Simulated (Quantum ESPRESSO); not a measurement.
# Al2GeZnN4: input and log of a self-consistent run

Computed values, not a measurement. The program is pw.x of Quantum ESPRESSO 7.5 (plane-wave density functional theory). The cell is made up: 8 atoms on a zincblende/diamond lattice, with randomly drawn elements, strain and displacements, not relaxed. PseudoDojo standard norm-conserving files (v0.5 for PBE, v0.4.1 for LDA and PBEsol) set the functional; there is no spin polarisation, spin-orbit coupling or dispersion term, and the masses in the input are unused placeholders.

Input:

```
&control calculation='scf', pseudo_dir='./dojo.nc.sr.pbe.v0_5.standard.upf', outdir='./o', tprnfor=.true., tstress=.true. /
&system ibrav=0, nat=8, ntyp=4, nbnd=36, ecutwfc=84.00895049, nosym=.true., tot_charge=0,
 occupations='smearing', smearing='fd', degauss=0.0018374661
/
&electrons conv_thr=7.350e-09, electron_maxstep=60, /
ATOMIC_SPECIES
Al 1.0 Al.upf
Ge 1.0 Ge.upf
N 1.0 N.upf
Zn 1.0 Zn.upf
CELL_PARAMETERS angstrom
4.5202 0.0 0.0
0.0 4.5202 0.0
0.0 0.0 4.5202
ATOMIC_POSITIONS angstrom
Al -0.0016 0.0186 -0.1049
Ge -0.0328 2.2591 2.1923
Al 2.2966 -0.012 2.2562
Zn 2.2089 2.2727 0.0472
N 1.0964 0.9535 1.1722
N 1.135 3.4317 3.3812
N 3.4341 1.1193 3.4215
N 3.3802 3.3677 1.1735
K_POINTS automatic
4 4 4 1 1 1
```

The log is shortened where brackets say so; the opening notice, blank lines, dates and the lines on written files are dropped, and the path of the files is cut. It prints rydbergs, bohrs and kilobars, and counts compression as positive stress.

```
     Program PWSCF v.7.5
     Parallel version (MPI & OpenMP), running on       4 processor cores
     Number of MPI processes:                 4
     Threads/MPI process:                     1
     [start-up lines left out]
     bravais-lattice index     =            0
     lattice parameter (alat)  =       8.5419  a.u.
     unit-cell volume          =     623.2604 (a.u.)^3
     number of atoms/cell      =            8
     number of atomic types    =            4
     number of electrons       =        60.00
     number of Kohn-Sham states=           36
     kinetic-energy cutoff     =      84.0090  Ry
     charge density cutoff     =     336.0358  Ry
     scf convergence threshold =      7.3E-09
     mixing beta               =       0.7000
     number of iterations used =            8  plain     mixing
     Exchange-correlation= PBE
                           (   1   4   3   4   0   0   0)
     [axes and pseudopotential details left out]
   Cartesian axes
     site n.     atom                  positions (alat units)
         1        Al     tau(   1) = (  -0.0003540   0.0041149  -0.0232069  )
         2        Ge     tau(   2) = (  -0.0072563   0.4997788   0.4850007  )
         3        Al     tau(   3) = (   0.5080749  -0.0026547   0.4991372  )
         4        Zn     tau(   4) = (   0.4886731   0.5027875   0.0104420  )
         5        N      tau(   5) = (   0.2425556   0.2109420   0.2593248  )
         6        N      tau(   6) = (   0.2510951   0.7591921   0.7480200  )
         7        N      tau(   7) = (   0.7597230   0.2476218   0.7569355  )
         8        N      tau(   8) = (   0.7477988   0.7450334   0.2596124  )
     number of k points=    32  Fermi-Dirac smearing, width (Ry)=  0.0018
                       cart. coord. in units 2pi/alat
        k(    1) = (   0.1250000   0.1250000   0.1250000), wk =   0.0625000
        k(    2) = (   0.1250000   0.1250000   0.3750000), wk =   0.0625000
     [further k points left out]
     Dense  grid:    64973 G-vectors     FFT dimensions: (  50,  50,  50)
     Estimated max dynamical RAM per process >     118.46 MB
     Estimated total dynamical RAM >     426.25 MB
     Initial potential from superposition of free atoms
     starting charge      59.9941, renormalised to      60.0000
     Starting wfcs are   43 randomized atomic wfcs
     total cpu time spent up to now is        1.8 secs
     per-process dynamical memory:    83.0 Mb
     Self-consistent Calculation
     iteration #  1     ecut=    84.01 Ry     beta= 0.70
     Davidson diagonalization with overlap
     ethr =  1.00E-02,  avg # of iterations =  3.2
     total cpu time spent up to now is        4.5 secs
     total energy              =    -688.34170615 Ry
     estimated scf accuracy    <       2.28066034 Ry
     iteration #  2     ecut=    84.01 Ry     beta= 0.70
     Davidson diagonalization with overlap
     ethr =  3.80E-03,  avg # of iterations =  2.5
     total cpu time spent up to now is        6.9 secs
     total energy              =    -689.01192461 Ry
     estimated scf accuracy    <       2.21157276 Ry
     iteration #  3     ecut=    84.01 Ry     beta= 0.70
     Davidson diagonalization with overlap
     ethr =  3.69E-03,  avg # of iterations =  2.0
     total cpu time spent up to now is        9.1 secs
     total energy              =    -689.37496338 Ry
     estimated scf accuracy    <       0.03088867 Ry
     iteration #  4     ecut=    84.01 Ry     beta= 0.70
     Davidson diagonalization with overlap
     ethr =  5.15E-05,  avg # of iterations =  7.2
     total cpu time spent up to now is       12.7 secs
     total energy              =    -689.39300034 Ry
     estimated scf accuracy    <       0.01186268 Ry
     iteration #  5     ecut=    84.01 Ry     beta= 0.70
     Davidson diagonalization with overlap
     ethr =  1.98E-05,  avg # of iterations =  3.7
     total cpu time spent up to now is       15.4 secs
     total energy              =    -689.39378510 Ry
     estimated scf accuracy    <       0.00616645 Ry
     iteration #  6     ecut=    84.01 Ry     beta= 0.70
     Davidson diagonalization with overlap
     ethr =  1.03E-05,  avg # of iterations =  2.2
     total cpu time spent up to now is       17.6 secs
     total energy              =    -689.39361245 Ry
     estimated scf accuracy    <       0.00159313 Ry
     iteration #  7     ecut=    84.01 Ry     beta= 0.70
     Davidson diagonalization with overlap
     ethr =  2.66E-06,  avg # of iterations =  5.1
     total cpu time spent up to now is       20.6 secs
     total energy              =    -689.39384242 Ry
     estimated scf accuracy    <       0.00006225 Ry
     iteration #  8     ecut=    84.01 Ry     beta= 0.70
     Davidson diagonalization with overlap
     ethr =  1.04E-07,  avg # of iterations =  3.4
     total cpu time spent up to now is       23.2 secs
     total energy              =    -689.39386609 Ry
     estimated scf accuracy    <       0.00000726 Ry
     iteration #  9     ecut=    84.01 Ry     beta= 0.70
     Davidson diagonalization with overlap
     ethr =  1.21E-08,  avg # of iterations =  2.2
     total cpu time spent up to now is       25.4 secs
     total energy              =    -689.39386715 Ry
     estimated scf accuracy    <       0.00000235 Ry
     iteration # 10     ecut=    84.01 Ry     beta= 0.70
     Davidson diagonalization with overlap
     ethr =  3.92E-09,  avg # of iterations =  2.0
     total cpu time spent up to now is       27.6 secs
     total energy              =    -689.39386726 Ry
     estimated scf accuracy    <       0.00000032 Ry
     iteration # 11     ecut=    84.01 Ry     beta= 0.70
     Davidson diagonalization with overlap
     ethr =  5.41E-10,  avg # of iterations =  2.1
     total cpu time spent up to now is       29.9 secs
     End of self-consistent calculation
     [lines on levels left out]
!    total energy              =    -689.39386734 Ry
     estimated scf accuracy    <          6.5E-09 Ry
     smearing contrib. (-TS)   =      -0.00000000 Ry
     internal energy E=F+TS    =    -689.39386734 Ry
     The total energy is F=E-TS. E is the sum of the following terms:
     one-electron contribution =    -474.75516373 Ry
     hartree contribution      =     269.06738195 Ry
     xc contribution           =    -117.69681630 Ry
     ewald contribution        =    -366.00926928 Ry
     convergence has been achieved in  11 iterations
     Forces acting on atoms (cartesian axes, Ry/au):
     atom    1 type  1   force =     0.01353312   -0.03257666    0.05848240
     atom    2 type  2   force =     0.03906609   -0.02439845    0.04543624
     atom    3 type  1   force =    -0.00929962   -0.00367819    0.02484574
     atom    4 type  4   force =    -0.00549507   -0.02318838   -0.01023308
     atom    5 type  3   force =    -0.03269316    0.05136855    0.00487047
     atom    6 type  3   force =    -0.03656355   -0.00926121   -0.04850312
     atom    7 type  3   force =    -0.00804545   -0.00021859   -0.07091030
     atom    8 type  3   force =     0.03949763    0.04195292   -0.00398836
     Total force =     0.161790     Total SCF correction =     0.000310
     Computing stress (Cartesian axis) and pressure
          total   stress  (Ry/bohr**3)                   (kbar)     P=      -52.27
  -0.00029723  -0.00016288   0.00014488          -43.72      -23.96       21.31
  -0.00016288  -0.00044211  -0.00010798          -23.96      -65.04      -15.88
   0.00014488  -0.00010798  -0.00032669           21.31      -15.88      -48.06
     init_run     :      1.65s CPU      1.73s WALL (       1 calls)
     electrons    :     27.92s CPU     28.07s WALL (       1 calls)
     forces       :      0.45s CPU      0.45s WALL (       1 calls)
     stress       :      1.48s CPU      1.48s WALL (       1 calls)
     [timing details left out]
     PWSCF        :     31.61s CPU     31.87s WALL
     JOB DONE.
```

In other units: free energy -9379.681 eV for the cell, pressure -5.23 GPa, largest force component 1.823 eV/Å. A rerun of this cell at 1437 eV and a 6 x 6 x 6 mesh moved values by no more than 0.003 eV in energy, 0.02 GPa in stress and 0.002 eV/Å in force.